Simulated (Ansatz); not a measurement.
The start is a generated cell, Ga placed in the AFLOW prototype A_tI2_139_a (A_a). A full variable-cell relaxation at zero pressure is run with r2SCAN (plane waves to 500 eV, PAW, scalar-relativistic; Ansatz, a program for electronic structure). The first steps use a coarse 14×14×14 k-mesh.

Input geometry:
```yaml
crystal:
  lattice:
    - [-1.79325, 1.79325, 1.47674]
    - [1.79325, -1.79325, 1.47674]
    - [1.79325, 1.79325, -1.47674]
  atoms:
    - { symbol: Ga, position: [0.00000, 0.00000, 0.00000] }
```

How much energy is released per atom?

0.01 eV/atom.

How does the volume per atom move from start to end?

-4.5 %, from 19.00 to 18.14 Å³/atom.

How do the shortest distances between atoms change?

The closest pairs of elements (up to four, under 3.6 Å), start → end: Ga–Ga 2.93 → 2.76 Å.

What band gap does the relaxed structure have at this level?

No gap (metallic).

The space group stays I4/mmm (No. 139) (the run could not lower it); the end is AFLOW prototype A_tI2_139_a (A_a), with 1 atom in the primitive cell. Final values are on a 21×21×21 k-mesh of the relaxed cell. No spin polarisation in the result.

The run could not lose the symmetry of its start, so the end can be a saddle point.

The relaxed structure here is a generated cell of Ga: the first start was made by placing the elements on the sites of a structure type, and the end was not matched to a known phase here, so it may be hypothetical. Known forms of Ga include space group No. 64.
